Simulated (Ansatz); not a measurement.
Total density of states per atom from the program Ansatz at the LDA level (PAW), in 0.25 eV bins, energy from the Fermi level:

```
E (eV) | states/eV/atom
    -7.85 | ## 0.11
    -7.60 | ### 0.12
    -7.35 | ### 0.14
    -7.10 | #### 0.17
    -6.85 | ##### 0.24
    -6.60 | ############## 0.65
    -6.35 | ############### 0.72
    -6.10 | ################ 0.78
    -5.85 | ################### 0.92
    -5.60 | ################### 0.92
    -5.35 | ####################### 1.11
    -5.10 | ################## 0.84
    -4.85 | ################ 0.76
    -4.60 | ############# 0.62
    -4.35 | ######################## 1.15
    -4.10 | ################### 0.89
    -3.85 | ################## 0.85
    -3.60 | ######################### 1.19
    -3.35 | ########################## 1.22
    -3.10 | #################### 0.97
    -2.85 | ######### 0.45
    -2.60 | ########### 0.52
    -2.35 | ############################# 1.38
    -2.10 | ############################# 1.39
    -1.85 | ########################## 1.27
    -1.60 | ######################## 1.14
    -1.35 | ########################## 1.24
    -1.10 | ########################### 1.29
    -0.85 | ############################## 1.43
    -0.60 | ########################### 1.28
    -0.35 | ##################### 1.02
    -0.10 | ################## 0.86
     0.15 | ############### 0.72
     0.40 | ############## 0.68
     0.65 | ############# 0.62
     0.90 | ############# 0.61
     1.15 | ############ 0.57
     1.40 | ########### 0.55
     1.65 | ########### 0.54
     1.90 | ########### 0.53
     2.15 | ########### 0.54
     2.40 | ############# 0.64
     2.65 | ############## 0.67
     2.90 | ################## 0.84
     3.15 | ################### 0.92
     3.40 | ##################### 0.99
     3.65 | ######################### 1.21
     3.90 | ############################# 1.37
     4.15 | ########################### 1.29
     4.40 | ###################### 1.03
     4.65 | ########### 0.55
```

**Question.** Which of these materials gives this?
A. Re, hcp (Mg type)
B. W, bcc (W type)
C. Zr, hcp (Mg type)
D. C, diamond

**Answer.** A, Re, hcp (Mg type). Within 0.5 eV of the Fermi level: Re 5d 88 %, Re 6s 5 %, outside the projected shells 6 %. Projections are on Löwdin-orthogonalised atomic valence shells; empty p or d shells of many metals are not among them.

Space group P6_3/mmc (hcp (Mg type)). The LDA relaxation kept the symmetry of its start. The run is not spin-polarised. Spin–orbit coupling is left out wherever it is not named.

Potentials: the later of the program's two PAW sets.
